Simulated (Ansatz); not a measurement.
# TeH2NF5 and a variant

Base: a structure deposited in the COD, ions relaxed with PBE at fixed cell.

Space group P2_1 (No. 4); a = 5.1630, b = 9.0830, c = 5.2620 Å, β = 112.22°.

| site | Wyckoff | site symmetry | x | y | z |
| --- | --- | --- | --- | --- | --- |
| Te | 2a | 1 | 0.4767 | 0.8490 | 0.7337 |
| H3 | 2a | 1 | 0.0363 | 0.7099 | 0.5010 |
| H5 | 2a | 1 | 0.2066 | 0.7288 | 0.2907 |
| N | 2a | 1 | 0.2292 | 0.7010 | 0.4875 |
| F9 | 2a | 1 | 0.7159 | 0.7043 | 0.9597 |
| F11 | 2a | 1 | 0.7036 | 0.8531 | 0.5238 |
| F13 | 2a | 1 | 0.7233 | 0.9845 | 0.9743 |
| F15 | 2a | 1 | 0.2721 | 0.8471 | 0.9663 |
| F17 | 2a | 1 | 0.2756 | 0.0170 | 0.5471 |

One atom of each set is listed.

Level of theory: DFT, PBE, plane waves and PAW, scalar-relativistic, 420 eV cutoff, Γ-centred 5×3×5 k-points, Fermi–Dirac smearing 0.02 eV (Ansatz 0.2.0).

Q: Variant: atom 13 (F) replaced by Br, ions relaxed, the cell held. What happens to the gradients (10²¹ V/m²)?

A: 

| site | atoms alike | V_zz base | η base | V_zz variant | η variant |
| --- | --- | --- | --- | --- | --- |
| Te1 | 1 | -21.0 | 0.31 | -33.7 | 0.20 |
| Te2 | 1 | -21.0 | 0.31 | -20.8 | 0.25 |
| H3 | 1 | 3.32 | 0.13 | 3.31 | 0.13 |
| H4 | 1 | 3.32 | 0.13 | 3.29 | 0.13 |
| H6 | 1 | 3.30 | 0.13 | 3.29 | 0.13 |
| N7 | 1 | -8.61 | 0.62 | -8.52 | 0.61 |
| N8 | 1 | -8.61 | 0.62 | -8.45 | 0.62 |
| F9 | 1 | 19.45 | 0.07 | 18.68 | 0.08 |
| F11 | 1 | 19.01 | 0.04 | 17.96 | 0.07 |
| F13 | 1 | 21.1 | 0.03 | Br 80.6 | 0.06 |
| F14 | 1 | 21.1 | 0.03 | 21.1 | 0.02 |
| F15 | 1 | 18.87 | 0.03 | 18.05 | 0.05 |
| F16 | 1 | 18.87 | 0.03 | 19.06 | 0.05 |
| F17 | 1 | 18.92 | 0.06 | 17.25 | 0.09 |

The largest change of V_zz among the elements kept is on Te1, from -21.0 to -33.7. In per cent, |V_zz| changes by -1 to +60 on Te, -1 to 0 on H, -2 to -1 on N, -9 to +1 on F (all sites that start above 0.5). The table leaves out 4 of the 18 sites, with |V_zz| up to 19.45; their tensors move by 1.39 at most along any direction. The statements above cover all sites. The number of symmetry-distinct sites goes from 9 to 18.

The Br atoms stand 5.16 Å apart, so this is an ordered compound, not a dilute alloy.

Without spin–orbit coupling the gradients at and beside Te can be off by some per cent, at some sites by more.
